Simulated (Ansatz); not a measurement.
## Find the missing element

Cell vectors (Å):

```
4.0235 0.0000 0.0000
0.0000 4.0235 0.0000
0.0000 0.0000 4.0235
```

| atom | a | b | c |
| --- | --- | --- | --- |
| X | 0.0000 | 0.0000 | 0.0000 |
| Hg | 0.5000 | 0.5000 | 0.5000 |

The calculation used LDA, all-electron LAPW in Ansatz 0.2.0, scalar-relativistic. k mesh 10×10×10, strains of ±0.008, Fermi-Dirac smearing of 0.050 eV.

Elastic constants of a crystal by Kohn-Sham DFT: slopes of the stress over finite engineering strains of the given cell, Voigt indices, Cartesian axes as in the cell vectors.

```tsv
index	elastic (GPa)
11	53.9
12	22.5
44	21.1
```

Problem. All X atoms are one element. Which one was computed?

Solution. Ba; the crystal is BaHg (Pm-3m, a database entry that needn't be its stable phase).

Caveats: responses of metals move with mesh and smearing; no spin-orbit coupling on heavy atoms.
